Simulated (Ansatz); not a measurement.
Total density of states per atom from PBE in the plane-wave PAW code Ansatz, in 0.25 eV bins, energy from the Fermi level:

```
E (eV) | states/eV/atom
    -6.20 |  0.00
    -5.95 |  0.02
    -5.70 |  0.06
    -5.45 |  0.09
    -5.20 |  0.13
    -4.95 | ############################## 56.0
    -4.70 |  0.22
    -4.45 |  0.18
    -4.20 |  0.20
    -3.95 |  0.23
    -3.70 |  0.25
    -3.45 |  0.29
    -3.20 |  0.33
    -2.95 |  0.38
    -2.70 |  0.46
    -2.45 |  0.64
    -2.20 |  0.68
    -1.95 |  0.65
    -1.70 |  0.64
    -1.45 |  0.70
    -1.20 |  0.74
    -0.95 |  0.69
    -0.70 | # 0.94
    -0.45 | # 1.33
    -0.20 | # 1.59
     0.05 | # 1.92
     0.30 | # 1.15
     0.55 |  0.78
     0.80 |  0.67
     1.05 |  0.91
     1.30 | # 1.84
     1.55 | # 1.96
     1.80 | # 1.61
     2.05 | # 1.50
     2.30 | # 1.58
     2.55 | # 1.61
     2.80 |  0.91
     3.05 |  0.73
     3.30 |  0.67
     3.55 |  0.69
     3.80 |  0.70
     4.05 |  0.72
     4.30 |  0.75
     4.55 |  0.79
     4.80 |  0.87
```

Problem. Which of these materials gives this?
A. Hf, hcp (Mg type)
B. Tl, hcp (Mg type)
C. Tb, hcp (Mg type)
D. Lu, hcp (Mg type)

Solution. D, Lu, hcp (Mg type). Within 0.5 eV of the Fermi level: Lu 5d 89 %, outside the projected shells 6 %. Projections are on Löwdin-orthogonalised atomic valence shells; empty p or d shells of many metals are not among them.

Space group P6_3/mmc (hcp (Mg type)). The cell was relaxed with PBE under the symmetry of its start. Spin–orbit coupling is left out wherever it is not named.

Potentials: the later of the program's two PAW sets.
